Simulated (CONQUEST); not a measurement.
CONQUEST run on Ge (P6_3/mmc, 8 atoms in the cell; from Materials Project mp-1007760, changed as shown): self-consistent single point.

Level of theory: PBEsol, numerical atomic orbitals double-zeta with polarisation (the shipped basis), PseudoDojo norm-conserving potentials made for PBEsol (CONQUEST).

The change in words: lattice scaled by 0.98. Reference geometry (P6_3/mmc):
```xyz
8
Lattice="3.9976 0.0000 0.0000 0.0000 6.9240 0.0000 0.0000 0.0000 6.5994" Properties=species:S:1:pos:R:3 pbc="T T T"
Ge     1.9988     1.1540     0.4151
Ge     0.0000     2.3080     6.1843
Ge     0.0000     2.3080     3.7148
Ge     1.9988     1.1540     2.8846
Ge     0.0000     4.6160     0.4151
Ge     1.9988     5.7700     6.1843
Ge     1.9988     5.7700     3.7148
Ge     0.0000     4.6160     2.8846
```

Reference input (self-consistent single point, DFT, PBEsol, numerical atomic orbitals double-zeta with polarisation (the shipped basis), PseudoDojo norm-conserving potentials made for PBEsol): basis = DZP; Diag.MPMeshX, Y, Z = 6 4 4; potentials = PseudoDojo norm-conserving PBEsol; Grid.GridCutoff = 175 Ha; DM.SolutionMethod = diagon; Diag.kT = 0.004998 Ha; Diag.GammaCentred = true; minE.SCTolerance = 1.0e-06; SC.MaxIters = 100; SC.LinearMixingFactor = 0.5; SC.KerkerPreCondition = true; SC.KerkerFactor = 0.1 1/bohr. This run's input differs from it in these lines:

```diff
@@ -29,14 +29,14 @@
 # file: Ge.in
-     7.554350259      0.000000000      0.000000000
-     0.000000000     13.084518489      0.000000000
-     0.000000000      0.000000000     12.471020792
+     7.403262875      0.000000000      0.000000000
+     0.000000000     12.822827326      0.000000000
+     0.000000000      0.000000000     12.221599621
 8
-    3.777175129     2.180757443     0.784427208  1 T T T
-    0.000000000     4.361501801    11.686593584  1 T T T
-    0.000000000     4.361501801     7.019937604  1 T T T
-    3.777175129     2.180757443     5.451083188  1 T T T
-    0.000000000     8.723016687     0.784427208  1 T T T
-    3.777175129    10.903761046    11.686593584  1 T T T
-    3.777175129    10.903761046     7.019937604  1 T T T
-    0.000000000     8.723016687     5.451083188  1 T T T
+    3.701631438     2.137142162     0.768738616  1 T T T
+    0.000000000     4.274271501    11.452861004  1 T T T
+    0.000000000     4.274271501     6.879538426  1 T T T
+    3.701631438     2.137142162     5.342061194  1 T T T
+    0.000000000     8.548555825     0.768738616  1 T T T
+    3.701631438    10.685685164    11.452861004  1 T T T
+    3.701631438    10.685685164     6.879538426  1 T T T
+    0.000000000     8.548555825     5.342061194  1 T T T
```

The program printed (abridged):

```
    new_SC_potl: Starting.  Tolerance:  0.10000E-05

    PulayMixSC: Starting Pulay mixing, A_up =  0.500 A_dn =  0.500
    PulayMixSC: Spin non-polarised calculation.
    PulayMixSC: with Kerker preconditioning, q0 =  0.100
          Harris-Foulkes Energy            :      -713.516668402940581 Ha
          GroundState Energy (E-(1/2)TS)   :      -713.517191110241015 Ha
          Free Energy (E-TS)               :      -713.517713817541448 Ha
          DFT Total Energy                 :      -713.490632341439209 Ha
          Total number of electrons        :       111.999999999996831
   [... lines left out ...]
          Total number of electrons        :       112.000101622186122
    PulayMixSC: Pulay iteration     5 residual:              0.22228E-05
          Harris-Foulkes Energy            :      -713.494750475799606 Ha
          GroundState Energy (E-(1/2)TS)   :      -713.495380810401798 Ha
          Free Energy (E-TS)               :      -713.496011145003990 Ha
          DFT Total Energy                 :      -713.494750480006587 Ha
          Total number of electrons        :       112.000102239284956
    PulayMixSC: Pulay iteration     6 residual:              0.29112E-06
    PulayMixSC: Reached SCF tolerance of  0.29112E-06 after      6 iterations
      | Number of electrons      =       112.000102
      |* band energy as 2Tr[K.H] =       -98.019849279714549 Ha
      |  screened ion-ion energy =      -560.335052433479291 Ha
      |  Ha correction           =         1.648496548285441 Ha
      |  XC correction           =       -56.788349450833699 Ha
      | GS Energy as E-(1/2)TS   =      -713.495380810401798 Ha
      | Free Energy as E-TS      =      -713.496011145003990 Ha
      |* Harris-Foulkes energy   =      -713.494750475799606 Ha
      |* DFT total energy        =      -713.494750480006587 Ha
      |  estimated accuracy      =         0.000000004206981 Ha

    force: Forces on atoms (Ha/a0)
    force:  Atom   X              Y              Z
   [... lines left out ...]
    force:     8   0.0000000001  -0.0000009168  -0.0010273349

    force: Maximum force :        0.00102733(Ha/a0) on atom         4 in z direction
    force: Force Residual:        0.00102734 Ha/a0
    force: Total stress:         -5.65688617    -5.40800011    -5.12357234 GPa
    force: Average pressure:      5.39615287 GPa

    force: Finished force
    get_E_and_F: Change in energy during last step of electronic optimisation: -0.42769E-06
```

The run converged in 6 iterations. CONQUEST prints the stress tensor with tension positive. Against the reference run the free energy goes up by 23.2 meV/atom and the pressure goes from 0.48 to 5.40 GPa.

The program uses no crystal symmetry, so grid and mesh can part values that symmetry would make equal. The atom-centred basis is finite, which shifts total energies and pressures against plane waves. The structure comes from a collection of computed structures, made at another level of theory; the collection holds predicted forms beside known ones. No clean gap shows at this smearing width and mesh (spacing up to 0.27 Å⁻¹); the mesh is coarse for partly filled bands, so the values carry mesh errors. Semi-local functionals can close small gaps.

Cost on one core: about 80 core-seconds (a rough figure).
